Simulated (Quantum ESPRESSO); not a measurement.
# Kohn-Sham bands of CdHgSe₂ (R3m)

```xyz
4
Lattice="-2.1813 3.7781 0.0000 -4.3626 0.0000 0.0000 -2.1813 1.2594 7.1166" Properties=species:S:1:pos:R:3 pbc="T T T"
Cd    -2.1813     1.2594    -3.5513
Hg     0.0000     0.0000    -0.0031
Se     0.0000     0.0000    -2.6858
Se     2.1813    -1.2594     0.9024
```

Structure: Materials Project mp-1226733, symmetrised, not relaxed again. Not found in the COD (Crystallography Open Database) copy used; not checked further. Computed values, not measurements, from LDA: Quantum ESPRESSO (norm-conserving PseudoDojo potentials, cutoff 82 Ry, no spin polarisation, no spin-orbit coupling) on a Γ-centred 6×6×6 mesh, then Wannier90. Density: 8×8×8 mesh, Gaussian smearing 0.01 Ry. Spin-orbit coupling is left out although heavy elements are present.

List the Kohn-Sham levels between −8 and 3.0 eV relative to the Fermi level at the high-symmetry points, as a band run of pw.x on that density gives them (levels within 2 meV counted together).


| point | k (reciprocal lattice) | levels (eV) |
|---|---|---|
| Γ | 0.000 0.000 0.000 | -7.93, -7.82 (×2), -6.67 (×2), -6.23, -6.11 (×2), -4.91, -0.97 (×2), -0.66, -0.13, -0.09 (×2), 1.48 |
| T | 0.000 0.000 0.500 | -7.98, -7.82 (×2), -6.68 (×2), -6.56, -6.12 (×2), -3.51, -2.65, -0.74 (×2), -0.38 (×2), 1.01, 1.64 |
| H_2 | -0.312 -0.625 0.188 | -7.91, -7.87, -7.83, -7.58, -6.49, -6.26, -6.22, -6.14, -5.79, -5.02, -4.27, -2.65, -2.48, -1.61, -1.53, 2.74 |
| H_0 | -0.375 -0.688 -0.188 | -7.91, -7.87, -7.83, -7.58, -6.49, -6.26, -6.22, -6.14, -5.79, -5.02, -4.27, -2.65, -2.48, -1.61, -1.53, 2.74 |
| L | 0.000 -0.500 0.000 | -7.99, -7.97, -7.86, -7.79, -7.68, -6.47, -6.46, -6.18, -6.06, -5.98, -4.82, -4.13, -2.30, -2.10, -1.64, -1.44, 2.64 |
| S_0 | -0.344 -0.688 -0.344 | -7.91, -7.86, -7.83, -7.58, -6.49, -6.25, -6.22, -6.14, -5.78, -5.03, -4.25, -2.75, -2.43, -1.65, -1.53, 2.78 |
| S_2 | -0.344 -0.656 0.000 | -7.91, -7.86, -7.83, -7.58, -6.49, -6.25, -6.22, -6.14, -5.78, -5.03, -4.25, -2.75, -2.43, -1.65, -1.53, 2.78 |
| F | -0.500 -0.500 0.000 | -7.99, -7.96, -7.87, -7.79, -7.64, -6.45, -6.43, -6.21, -6.05, -5.92, -5.08, -4.41, -2.09, -2.07, -0.92 (×2), 1.32, 2.83 |
